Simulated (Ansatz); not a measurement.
AlGaSb2 in space group R3m (No. 160; Al on 3a, Ga on 3a, Sb on 3a, Sb on 3a), a = b = 4.339 Å, c = 21.248 Å, α = β = 90.00°, γ = 120.00°; the cell used has 4 atoms.

Relaxed with PBEsol. 

HSE06 on this cell (Ansatz, a program for electronic structure, PAW) gives a gap of 1.04 eV. What does PBEsol give?

0.29 eV.

Cost on shared cores: the PBEsol run (SCF on a 8×8×8 mesh, then bands and DOS) about 120 core-seconds (a rough figure), the HSE06 run (SCF on 6×6×6, then a few points) very roughly 15 core-minutes; the tasks are unlike.

The first step of the workflow began from a Materials Project structure, measured or hypothetical; the Crystallography Open Database copy checked does not list it. With Al and Ga taken as one species the cell has the higher symmetry F-43m, so it may be an ordered model of a mixed-site phase. Its standing as an ambient phase is unchecked. The cell was relaxed with PBEsol under the symmetry of its start; of distortions, only those at the zone centre were tested. Spin–orbit coupling is left out wherever it is not named.

Potentials: the later of the program's two PAW sets.

Ansatz is a plane-wave DFT program.
